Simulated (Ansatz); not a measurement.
# ZrGeO₃, first-principles data

ZrGeO₃:
```cif
data_GeO3Zr
_chemical_formula_sum 'Zr1 Ge1 O3'
_space_group_name_H-M_alt 'P4mm'
_space_group_IT_number 99
_space_group_name_Hall 'P 4 -2'
_cell_length_a 3.98628
_cell_length_b 3.98628
_cell_length_c 4.34494
_cell_angle_alpha 90.000
_cell_angle_beta 90.000
_cell_angle_gamma 90.000
loop_
_atom_site_label
_atom_site_type_symbol
_atom_site_symmetry_multiplicity
_atom_site_Wyckoff_symbol
_atom_site_fract_x
_atom_site_fract_y
_atom_site_fract_z
_atom_site_occupancy
Zr1 Zr 1 b 0.50000 0.50000 0.57916 1
Ge1 Ge 1 a 0.00000 0.00000 0.19509 1
O1 O 2 c 0.00000 0.50000 0.44954 1
O2 O 1 b 0.50000 0.50000 0.01685 1
```

Space group P4mm (No. 99); conventional cell a = b = 3.9863 Å, c = 4.3449 Å, α = β = γ = 90.00°.

Method: DFT-PBEsol in the program Ansatz with PAW potentials. Structure relaxed to zero pressure with the same functional. Other levels are named where they apply.

Cell and energy:

```
Property                                                      Result
-----------------------------------------------------  -------------
Volume per atom                                             13.81 Å³
Density                                                   5.10 g/cm³
Formation energy from the elements (no fitted shifts)  -2.25 eV/atom
```

Electronic structure:

```
Item                                                                       Value
----------------------------------------  --------------------------------------
Band gap                                                      1.39 eV (indirect)
Valence-band maximum                                                        at X
Conduction-band minimum                                                     at Z
Smallest direct gap on the standard path                                 2.22 eV
Electron effective mass                   0.50, 0.57, 0.57 mₑ (principal values)
Hole effective mass                        0.42, 0.76, 1.5 mₑ (principal values)
```

Dielectric response:

```
Item                                                                      Result
----------------------------------------  --------------------------------------
Electronic dielectric constant ε∞ (DFPT)               6.29 (xx = yy), 5.60 (zz)
Born charges (a third of the trace)       Zr +5.17, Ge +3.53, O -2.96 to -2.78 e
Largest static χ(2) component                                            51 pm/V
```

Phonons:

```
Property                                                                       Value
--------------------------------------------------  --------------------------------
Highest zone-centre frequency (without LO–TO term)                          636 cm⁻¹
Zone-centre stability                               unstable, softest mode 222i cm⁻¹
```

The start of the workflow was typed in or built on a structure type; neither database checked (COD, Materials Project) lists it. Whether it is the stable phase at ambient conditions was not checked. The cell was relaxed with PBEsol under the symmetry of its start. No spin polarisation was allowed. The references are the lowest solids computed at this level, not always the standard phases (solids in place of the gases). Spin–orbit coupling is left out wherever it is not named.

Potentials: the earlier of the program's two PAW sets. The files were generated under PBE; for other functionals the program regenerates the frozen cores, and for LDA and PBEsol the local potential too.
